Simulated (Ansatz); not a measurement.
MnSi in space group P2_13 (No. 198; Mn on 4a, Si on 4a) under volume change, PBE in the plane-wave PAW code Ansatz, shape and atoms relaxed at each volume.

| V (Å³/atom) | E − E(relaxed) (meV/atom) | P (GPa) |
|---|---|---|
| 10.492 | 69.5 | 23.38 |
| 10.838 | 29.3 | 14.22 |
| 11.184 | 7.0 | 6.62 |
| 11.529 | 0.0 | 0.00 |
| 11.875 | 6.4 | -5.78 |
| 12.221 | 24.3 | -10.68 |
| 12.567 | 52.0 | -14.79 |

Problem. What does a third-order Birch–Murnaghan fit give for V₀, B₀ and B′?

Solution. V₀ = 11.53 Å³/atom, B₀ = 205 GPa, B′ = 4.1.

The cell was relaxed with PBE under the symmetry of its start. Spin order of the final state: ferromagnetic, chosen from 4 collinear starts compared on coarse meshes (ties went to the first, and starts can fall back to one state), not a proven ground state. Textbook magnetic order: helical.

Potentials: the later of the program's two PAW sets.
